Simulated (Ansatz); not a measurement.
ZnS:
```
ZnS
1.0
    3.59018     0.00000     0.00000
   -1.79509     3.10918     0.00000
    0.00000     0.00000     5.88004
Zn S
2 2
Direct
  0.00000   0.00000   0.00000
  0.00000   0.00000   0.50000
  0.33333   0.66667   0.25000
  0.66667   0.33333   0.75000
```

Relaxed with r²SCAN.

### Question
Give the Bader charges and basin volumes of the independent atoms, r²SCAN in the plane-wave PAW code Ansatz.

### Answer


| atom | Bader charge (e) | Bader volume (Å³) |
|---|---|---|
| Zn1 | +1.04 | 10.8 |
| S3 | -1.04 | 22.1 |

Space group P6_3/mmc (NiAs type). The start of the workflow was typed in or built on a structure type; neither database checked (COD, Materials Project) lists it. It is not the phase usual at ambient conditions (space group No. 186, 216). The cell was relaxed with r²SCAN under the symmetry of its start; whether a distortion lowers the energy is not shown.

Potentials: the earlier of the program's two PAW sets. The files were generated under PBE; for other functionals the program regenerates the frozen cores, and for LDA and PBEsol the local potential too.
